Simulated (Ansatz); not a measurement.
NaWO₃ (cubic perovskite, Pm-3m) under volume change, DFT-r²SCAN in the program Ansatz with PAW potentials, scaled uniformly.

```json
[
 {"V (Å³/atom)": "10.595", "E − E(relaxed) (meV/atom)": "80.4", "P (GPa)": "26.75"},
 {"V (Å³/atom)": "10.944", "E − E(relaxed) (meV/atom)": "33.7", "P (GPa)": "16.35"},
 {"V (Å³/atom)": "11.294", "E − E(relaxed) (meV/atom)": "8.0", "P (GPa)": "7.51"},
 {"V (Å³/atom)": "11.643", "E − E(relaxed) (meV/atom)": "0.0", "P (GPa)": "0.01"},
 {"V (Å³/atom)": "11.992", "E − E(relaxed) (meV/atom)": "7.1", "P (GPa)": "-6.37"},
 {"V (Å³/atom)": "12.342", "E − E(relaxed) (meV/atom)": "27.1", "P (GPa)": "-11.78"},
 {"V (Å³/atom)": "12.691", "E − E(relaxed) (meV/atom)": "57.9", "P (GPa)": "-16.36"}
]
```

Q: What does a third-order Birch–Murnaghan fit give for V₀, B₀ and B′?

A: V₀ = 11.64 Å³/atom, B₀ = 230 GPa, B′ = 4.4.

The workflow started from an entry of the Crystallography Open Database (COD). Its standing as an ambient phase is unchecked. The r²SCAN relaxation kept the symmetry of its start; of distortions, only those at the zone centre were tested. No spin polarisation was allowed. No Hubbard U is applied. Spin–orbit coupling is left out wherever it is not named.

Potentials: the later of the program's two PAW sets.
